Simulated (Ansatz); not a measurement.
Input and command of a plane-wave DFT calculation in Ansatz:

```yaml
crystal:
  lattice:
    - [0.0, 5.4638810004, 5.4638810004]
    - [5.4638810004, 0.0, 5.4638810004]
    - [5.4638810004, 5.4638810004, 0.0]
  atoms:
    - { symbol: Rb, position: [0.75, 0.75, 0.75] }
    - { symbol: Rb, position: [0.25, 0.25, 0.25] }
    - { symbol: Tl, position: [0.5, 0.5, 0.5] }
    - { symbol: In, position: [0.0, 0.0, 0.0] }
    - { symbol: Cl, position: [0.7883090815, 0.2116909185, 0.2482949367] }
    - { symbol: Cl, position: [0.2299929276, 0.2299929276, 0.7700070724] }
    - { symbol: Cl, position: [0.2116909185, 0.7883090815, 0.7517050633] }
    - { symbol: Cl, position: [0.2482949367, 0.7517050633, 0.2116909185] }
    - { symbol: Cl, position: [0.7517050633, 0.2482949367, 0.7883090815] }
    - { symbol: Cl, position: [0.7700070724, 0.7700070724, 0.2299929276] }
basis:
  ecutwfc: 420
kpoints:
  mp_grid: { grid: [4, 4, 4] }
hamiltonian:
  xc: pbesol
scf:
  occupations: { method: gaussian, width: 0.05 }
output:
  forces: true
  stress: true
  eigenvalues: true
```

```bash
ansatz run input.yaml --threads 2 --pin off --max-ram 5120MiB --backend cpu --events-out ev --progress --plain --runs-dir out
```

Processor: Arm Neoverse V2, 2 threads, on a host shared with other jobs.

Task: Estimate time, memory and problem size.

Result: About 6.3 s on 2 threads of Arm Neoverse V2, with other jobs on the host, peak memory 0.71 GiB. It solves 53 bands at 14 k points (the mesh reduced by the symmetry that the task leaves, which can be less than the crystal's) with about 6375 plane waves, in 6 SCF iterations.
